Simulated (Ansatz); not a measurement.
Zincblende alloy of GaAs and GaP (6 of 32 As sites exchanged), 64 atoms

Ansatz, PAW, plane waves. PBEsol relaxation of volume and atoms (shape held) at the single k point (¼, ¼, ¼) without its symmetry partners; single points on the relaxed atoms at the single k point (¼, ¼, ¼) without its symmetry partners, onto which points of the small cell's zone fold. Arrangement: clustered. No spin–orbit coupling unless named.

Relaxed structure:

```
Ga As P
1.0
    11.23346    0.00000    0.00000
     0.00000   11.23346    0.00000
     0.00000    0.00000   11.23346
Ga As P
32 26 6
Direct
  0.00012 0.99979 0.00089
  0.99919 0.00092 0.49907
  0.99566 0.49602 0.00403
  0.99661 0.50338 0.49543
  0.50460 0.00467 0.00411
  0.50069 0.99977 0.49881
  0.50096 0.50009 0.00707
  0.50411 0.49617 0.49500
  0.25476 0.25431 0.00405
  0.24994 0.25061 0.49902
  0.24998 0.74997 0.00077
  0.25101 0.74936 0.49910
  0.75026 0.25067 0.00698
  0.74626 0.25418 0.49500
  0.74620 0.74560 0.00383
  0.75343 0.74661 0.49514
  0.25010 0.00036 0.25015
  0.25095 0.00113 0.75142
  0.25381 0.49630 0.24668
  0.24993 0.50047 0.75018
  0.74617 0.00381 0.24665
  0.75014 0.00026 0.75014
  0.74982 0.49979 0.24965
  0.74955 0.49985 0.75065
  0.99600 0.25410 0.24673
  0.99967 0.25088 0.75017
  0.99600 0.74598 0.25296
  0.99950 0.74977 0.75086
  0.50384 0.25409 0.24691
  0.50078 0.25096 0.75093
  0.50391 0.74587 0.24632
  0.50063 0.74964 0.75021
  0.12506 0.12756 0.12521
  0.12503 0.12536 0.62495
  0.12402 0.62293 0.12590
  0.12382 0.62492 0.62376
  0.62528 0.12648 0.62373
  0.62579 0.62415 0.62263
  0.37624 0.37560 0.62382
  0.37730 0.87531 0.12521
  0.37527 0.87528 0.62498
  0.87392 0.37597 0.62278
  0.87286 0.87406 0.12599
  0.87444 0.87407 0.62374
  0.37714 0.12723 0.37285
  0.37666 0.12646 0.87740
  0.37689 0.62323 0.37289
  0.37639 0.62387 0.87722
  0.87307 0.12682 0.37288
  0.87414 0.12621 0.87712
  0.87401 0.62392 0.87708
  0.12414 0.37590 0.37297
  0.12513 0.37525 0.87725
  0.12384 0.87391 0.37434
  0.12513 0.87509 0.87537
  0.62540 0.37523 0.87882
  0.62575 0.87397 0.37261
  0.62525 0.87498 0.87714
  0.62540 0.12841 0.12626
  0.62604 0.62199 0.12675
  0.37828 0.37550 0.12618
  0.87194 0.37594 0.12683
  0.87289 0.62277 0.37249
  0.62606 0.37607 0.37075
```

**Question.** What are the mean bond lengths by pair (pairs within 1.2 times the sum of covalent radii, less contacts 15 % beyond the pair's median; cation–cation pairs of compounds aside; long ionic contacts are cut short by that bound)?

**Answer.** As–Ga 2.445 ± 0.005 Å (standard deviation, 104 bonds); Ga–P 2.380 ± 0.007 Å (standard deviation, 24 bonds).

**Question.** What gap lies between the top filled and the lowest empty level in the single points?

**Answer.** HSE06 2.29 eV (60 s on NVIDIA GB300). Away from Γ this isn't the crystal's band gap. An indirect band minimum needn't fold onto Γ of this cell; where it doesn't, these gaps are too wide.
